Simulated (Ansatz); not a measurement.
Mg:
```xyz
2
Lattice="3.1939 0.0000 0.0000 -1.5969 2.7660 0.0000 0.0000 0.0000 5.1051" Properties=species:S:1:pos:R:3 pbc="T T T"
Mg     0.0000     1.8440     1.2763
Mg     1.5969     0.9220     3.8289
```

Relaxed with r²SCAN. Special points in fractions of this cell's reciprocal vectors: Γ (0.000, 0.000, 0.000); M (0.500, 0.000, 0.000); K (0.333, 0.333, 0.000); A (0.000, 0.000, 0.500); L (0.500, 0.000, 0.500); H (0.333, 0.333, 0.500).

### Question
List the band energies nearest the Fermi level at these points for plane-wave PAW r²SCAN (Ansatz code).

### Answer
In eV from the Fermi level; about four levels below and three above (degenerate sets whole), none deeper than 8.9 eV; … stands for higher levels left out; points with the same levels are listed once.

```csv
k,below,above
Γ,-7.47 -1.84 -1.04,11.60 11.60 11.78 11.78
M,-2.44 -2.28,2.87 3.15 3.75
K,-0.87 -0.66 -0.66,4.44 4.44 4.78
A,-5.94 -5.94,5.69 5.69 …
L,-1.29 -1.29 -0.41 -0.41,8.57 8.57 …
H,–,0.12 0.12 0.58 0.58
```

Space group P6_3/mmc (hcp (Mg type)). The r²SCAN relaxation kept the symmetry of its start.

Potentials: the later of the program's two PAW sets.
